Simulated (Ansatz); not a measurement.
Polymorphs of V$_{2}$O$_{5}$, each relaxed with r²SCAN+D4 (plane waves, PAW; program Ansatz):

A: P2_1/m
a = 6.272 Å, b = 3.533 Å, c = 7.133 Å, α = γ = 90.00°, β = 90.34°

```tsv
atom	site	symmetry	x	y	z
V	2e	m	0.2577	0.7500	0.2787
V	2e	m	0.1957	0.2500	0.9006
O	2e	m	0.2611	0.2500	0.1932
O	2e	m	0.0368	0.2500	0.7024
O	2e	m	0.5609	0.7500	0.1756
O	2e	m	0.8534	0.2500	0.0325
O	2e	m	0.6785	0.2500	0.5097
```

B: Pmmn
a = 3.535 Å, b = 11.540 Å, c = 4.277 Å, α = β = γ = 90.00°

```csv
atom,site,symmetry,x,y,z
V,4e,m..,0.5000,0.3518,0.1123
O,2a,mm2,0.0000,0.0000,0.9942
O,4e,m..,0.0000,0.1463,0.5197
O,4e,m..,0.0000,0.3186,0.0047
```

Question: Rank these by energy per atom at 0 K (lowest first), as r²SCAN+D4 gives it.

Answer: B (+0 meV/atom), A (+10 meV/atom)

Question: Give each one's gap.

Answer: A 1.81 eV; B 2.12 eV.

Standing as an ambient phase not checked: A; B. All cells were relaxed under the symmetry of their starts (and spin orders); stability against distortions was not tested throughout. Rows with no word on spin ran without spin polarisation.

Energies hold the estimated change up to a 700 eV cutoff; steps of a few meV lie near the error of the meshes.

Potentials: the later of the program's two PAW sets.
